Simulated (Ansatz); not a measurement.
**Mo-95 NMR of the central transition in MoS2**

Cell: an entry of the Crystallography Open Database (COD).

```cif
data_MoS2
_symmetry_space_group_name_H-M 'P6_3/mmc'
_symmetry_Int_Tables_number 194
_cell_length_a 3.1690
_cell_length_b 3.1690
_cell_length_c 12.3240
_cell_angle_alpha 90.000
_cell_angle_beta 90.000
_cell_angle_gamma 120.000
loop_
_atom_site_label
_atom_site_type_symbol
_atom_site_symmetry_multiplicity
_atom_site_Wyckoff_symbol
_atom_site_fract_x
_atom_site_fract_y
_atom_site_fract_z
Mo Mo 2 c 0.3333 0.6667 0.2500
S S 4 f 0.3333 0.6667 0.6230
```

One atom of each set is listed.

Level of theory: DFT, PBE, plane waves and PAW, scalar-relativistic, collinear spin, 420 eV cutoff, Γ-centred 11×11×3 k-points, Fermi–Dirac smearing 0.02 eV (Ansatz 0.2.0). Start moments as typed (μB): 2 on each Mo, none on the rest.

Mo-95 has I = 5/2 and Q = -22.00 mb (Pyykkö 2018); at 9.4 T its Larmor frequency is ν₀ = 26.2 MHz (from the bare nuclear moment; shielding lowers the observed one by a per cent or two). Only the quadrupole interaction is simulated: positions count from each site's isotropic chemical shift, and J coupling is left out, as are shift anisotropy and dipolar coupling, which fast spinning averages.

Question: Give C_Q, η, the quadrupolar product P_Q = |C_Q|(1 + η²/3)^½, the second-order isotropic shift and the breadth of the pattern (fast magic-angle spinning) for each Mo site.

Answer: 

```json
{"site": "Mo", "first shell": "6 S at 2.41 Å", "C_Q (MHz)": "4.01", "η": "0.00", "P_Q (MHz)": "4.01", "δ_QIS (ppm)": "-140", "breadth (kHz)": "7.88"}
```

δ_QIS = −(ν_Q²/30ν₀²)[I(I+1) − 3/4](1 + η²/3) × 10⁶ ppm with ν_Q = 3|C_Q|/[2I(2I−1)]; it falls as 1/B₀² in ppm, and the breadth as 1/B₀ in kHz.

An axis of threefold or higher order runs through Mo, so V_zz lies along it and η is zero.

Without spin–orbit coupling (the program notes it for Mo) the gradients can shift somewhat, as the gap is small. The start moments die out, and the run ends without spin.

The run took 3 s of wall time (9.8 s of CPU time) and 0.65 GiB at its peak, on 4 threads of AMD EPYC 9R45 96-Core Processor (Zen 5) (x86_64; 48 cores open to the job, memory cap 10.0 GiB, no GPU), a shared host with a load of 0.7 a core.
